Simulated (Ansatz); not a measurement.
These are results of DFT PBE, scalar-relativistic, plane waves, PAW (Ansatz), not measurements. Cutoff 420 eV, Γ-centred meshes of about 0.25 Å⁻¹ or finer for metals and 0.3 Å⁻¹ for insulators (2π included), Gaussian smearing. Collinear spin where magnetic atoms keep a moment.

Temperature and zero-point effects are left out.

Two relaxed structures of TiTl2Te3:

A. (no moments) Space group P6_3/mcm (No. 193), hexagonal, a = 8.135 Å, c = 6.832 Å. Around Ti lie 6 Te at 2.82 Å and 2 Ti at 3.42 Å; Tl is surrounded by 2 Tl at 3.42 Å and 6 Te at 3.43 Å; Te has 2 Ti at 2.82 Å and 4 Tl at 3.43 Å.

B. (ferromagnetic moments up to 0.4 μB) Space group P-3m1 (No. 164), trigonal, a = 4.101 Å, c = 13.129 Å. Ti has 6 Te at 2.85 Å; Tl is surrounded by 3 Te at 3.19 Å, 3 Te at 3.70 Å and 6 Tl at 4.10 Å; around Te on a site of symmetry 3m lie 3 Ti at 2.85 Å and 3 Tl at 3.70 Å; Te on a site of symmetry -3m is surrounded by 6 Tl at 3.19 Å.

Task: Which form is favoured at zero pressure, and by what margin per atom?

Result: A is lower, by 64 meV/atom. A has Ti and Tl ordered on nickel arsenide sites, space group P6_3/mcm (No. 193), 32.6 Å³/atom and no gap on its mesh; B has space group P-3m1 (No. 164), 31.9 Å³/atom and no gap. Counting Te atoms around Ti and Tl (those within 1.25 times the shortest such distance or 1.15 times the sum of covalent radii, 1.27 where that leaves under three; a plus sign parts nearer from farther groups; the shortest distance is added where it exceeds 1.18 times the sum of covalent radii), A has Ti 6, Tl 6 from 3.4 Å and B has Ti 6, Tl 3+3. Their magnetic states differ too. Both come from trial cells of a structure search.

These runs have no spin–orbit coupling, which can matter for Te and Tl. The magnetic state reached may not be the lowest. Trial moments fell under 0.15 μB along the way in P6_3/mcm; another start might hold them. With atoms moved at random, A came back. B had no clear such test and can be a saddle point. Some candidate types were left out of the draw beforehand, so a known form may be missing.
